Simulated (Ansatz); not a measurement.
KBr:
Space group Fm-3m (No. 225); a = 6.706 Å, b = 6.706 Å, c = 6.706 Å, α = 90.00°, β = 90.00°, γ = 90.00°

| atom | site | symmetry | x | y | z |
|---|---|---|---|---|---|
| K | 4a | m-3m | 0.0000 | 0.0000 | 0.0000 |
| Br | 4b | m-3m | 0.5000 | 0.5000 | 0.5000 |
(The calculation used a cell of 2 atoms; values per cell refer to that cell.)

Relaxed with PBE.

Q: Which orbitals make up the states near the band edges in the program Ansatz at the PBE level (PAW)?

A: Top 1 eV of the valence band: Br 4p 96 %. Bottom 1 eV of the conduction band: K 4s 74 %, Br 4s 17 %, Br 4p 6 %. Projections are on Löwdin-orthogonalised atomic valence shells; empty p or d shells of many metals are not among them.

Q: Tabulate the density of states.

A: States/eV per cell of 2 atoms, in 0.25 eV bins, energy from the valence-band maximum.

| E (eV) | total | Br 4p | K 4s | Br 4s |
|---|---|---|---|---|
| -7.85 | 0.00 | 0.00 | 0.00 | 0.00 |
| -7.60 | 0.00 | 0.00 | 0.00 | 0.00 |
| -7.35 | 0.00 | 0.00 | 0.00 | 0.00 |
| -7.10 | 0.00 | 0.00 | 0.00 | 0.00 |
| -6.85 | 0.00 | 0.00 | 0.00 | 0.00 |
| -6.60 | 0.00 | 0.00 | 0.00 | 0.00 |
| -6.35 | 0.00 | 0.00 | 0.00 | 0.00 |
| -6.10 | 0.00 | 0.00 | 0.00 | 0.00 |
| -5.85 | 0.00 | 0.00 | 0.00 | 0.00 |
| -5.60 | 0.00 | 0.00 | 0.00 | 0.00 |
| -5.35 | 0.00 | 0.00 | 0.00 | 0.00 |
| -5.10 | 0.00 | 0.00 | 0.00 | 0.00 |
| -4.85 | 0.00 | 0.00 | 0.00 | 0.00 |
| -4.60 | 0.00 | 0.00 | 0.00 | 0.00 |
| -4.35 | 0.00 | 0.00 | 0.00 | 0.00 |
| -4.10 | 0.00 | 0.00 | 0.00 | 0.00 |
| -3.85 | 0.00 | 0.00 | 0.00 | 0.00 |
| -3.60 | 0.00 | 0.00 | 0.00 | 0.00 |
| -3.35 | 0.00 | 0.00 | 0.00 | 0.00 |
| -3.10 | 0.00 | 0.00 | 0.00 | 0.00 |
| -2.85 | 0.00 | 0.00 | 0.00 | 0.00 |
| -2.60 | 0.00 | 0.00 | 0.00 | 0.00 |
| -2.35 | 0.00 | 0.00 | 0.00 | 0.00 |
| -2.10 | 0.00 | 0.00 | 0.00 | 0.00 |
| -1.85 | 0.00 | 0.00 | 0.00 | 0.00 |
| -1.60 | 0.00 | 0.00 | 0.00 | 0.00 |
| -1.35 | 0.00 | 0.00 | 0.00 | 0.00 |
| -1.10 | 0.40 | 0.34 | 0.06 | 0.00 |
| -0.85 | 5.33 | 4.79 | 0.47 | 0.02 |
| -0.60 | 3.02 | 2.85 | 0.11 | 0.01 |
| -0.35 | 11.96 | 11.76 | 0.03 | 0.00 |
| -0.10 | 3.29 | 3.25 | 0.00 | 0.00 |
| 0.15 | 0.00 | 0.00 | 0.00 | 0.00 |
| 0.40 | 0.00 | 0.00 | 0.00 | 0.00 |
| 0.65 | 0.00 | 0.00 | 0.00 | 0.00 |
| 0.90 | 0.00 | 0.00 | 0.00 | 0.00 |
| 1.15 | 0.00 | 0.00 | 0.00 | 0.00 |
| 1.40 | 0.00 | 0.00 | 0.00 | 0.00 |
| 1.65 | 0.00 | 0.00 | 0.00 | 0.00 |
| 1.90 | 0.00 | 0.00 | 0.00 | 0.00 |
| 2.15 | 0.00 | 0.00 | 0.00 | 0.00 |
| 2.40 | 0.00 | 0.00 | 0.00 | 0.00 |
| 2.65 | 0.00 | 0.00 | 0.00 | 0.00 |
| 2.90 | 0.00 | 0.00 | 0.00 | 0.00 |
| 3.15 | 0.00 | 0.00 | 0.00 | 0.00 |
| 3.40 | 0.00 | 0.00 | 0.00 | 0.00 |
| 3.65 | 0.00 | 0.00 | 0.00 | 0.00 |
| 3.90 | 0.00 | 0.00 | 0.00 | 0.00 |
| 4.15 | 0.00 | 0.00 | 0.00 | 0.00 |
| 4.40 | 0.02 | 0.00 | 0.02 | 0.00 |
| 4.65 | 0.08 | 0.00 | 0.06 | 0.02 |
| 4.90 | 0.13 | 0.01 | 0.10 | 0.02 |
| 5.15 | 0.18 | 0.01 | 0.14 | 0.03 |
| 5.40 | 0.24 | 0.02 | 0.18 | 0.03 |
| 5.65 | 0.32 | 0.03 | 0.23 | 0.04 |
| 5.90 | 0.47 | 0.03 | 0.30 | 0.04 |
| 6.15 | 1.07 | 0.05 | 0.40 | 0.05 |
| 6.40 | 1.67 | 0.06 | 0.48 | 0.04 |
| 6.65 | 2.31 | 0.05 | 0.47 | 0.03 |
| 6.90 | 2.50 | 0.06 | 0.53 | 0.03 |
| 7.15 | 1.94 | 0.04 | 0.51 | 0.03 |
| 7.40 | 2.16 | 0.07 | 0.68 | 0.02 |
| 7.65 | 2.30 | 0.10 | 0.79 | 0.01 |
| 7.90 | 1.07 | 0.05 | 0.30 | 0.00 |
| 8.15 | 1.13 | 0.01 | 0.22 | 0.00 |
| 8.40 | 2.04 | 0.02 | 0.25 | 0.00 |
| 8.65 | 3.00 | 0.02 | 0.14 | 0.00 |
| 8.90 | 4.43 | 0.02 | 0.09 | 0.00 |
| 9.15 | 4.49 | 0.02 | 0.07 | 0.00 |

The PBE relaxation kept the symmetry of its start; phonons on a q-mesh show no instability. Spin–orbit coupling is left out wherever it is not named.

Potentials: the later of the program's two PAW sets.
